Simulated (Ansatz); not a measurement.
Data:

BN:
```cif
data_B6N6
_chemical_formula_sum 'B6 N6'
_space_group_name_H-M_alt 'P63mc'
_space_group_IT_number 186
_space_group_name_Hall 'P 6c -2c'
_cell_length_a 2.54948
_cell_length_b 2.54948
_cell_length_c 12.54350
_cell_angle_alpha 90.000
_cell_angle_beta 90.000
_cell_angle_gamma 120.000
loop_
_atom_site_label
_atom_site_type_symbol
_atom_site_symmetry_multiplicity
_atom_site_Wyckoff_symbol
_atom_site_fract_x
_atom_site_fract_y
_atom_site_fract_z
_atom_site_occupancy
B1 B 2 a 0.00000 0.00000 0.00007 1
B2 B 2 b 0.33333 0.66667 0.33267 1
B3 B 2 b 0.66667 0.33333 0.16656 1
N1 N 2 a 0.00000 0.00000 0.37440 1
N2 N 2 b 0.33333 0.66667 0.20808 1
N3 N 2 b 0.66667 0.33333 0.04192 1
```

This is the r²SCAN-relaxed structure.

**Question.** All from plane-wave PAW r²SCAN (Ansatz code), unless another level is named. Predict the Born charges (a third of the trace).

**Answer.** B +1.94 to +1.99, N -1.98 to -1.96 e.

**Question.** Predict the static dielectric constant ε0 (ions relaxed, cell fixed).

**Answer.** 6.84 (xx = yy), 7.04 (zz).

**Question.** And the electronic dielectric constant ε∞ (DFPT)?

**Answer.** 4.44 (xx = yy), 4.51 (zz).

**Question.** Next, the Bader charges?

**Answer.** B +2.25 to +2.26, N -2.26 to -2.25 e.

**Question.** And the largest static χ(2) component?

**Answer.** 6.1 pm/V.

Space group P6_3mc. A made-up cell: these elements were put on the sites of a structure type. Its sites differ from those of the usual phase in this space group: another stacking or structure type. Symmetry was held in the r²SCAN relaxation; its stability against distortions is not shown here.

Potentials: the later of the program's two PAW sets.
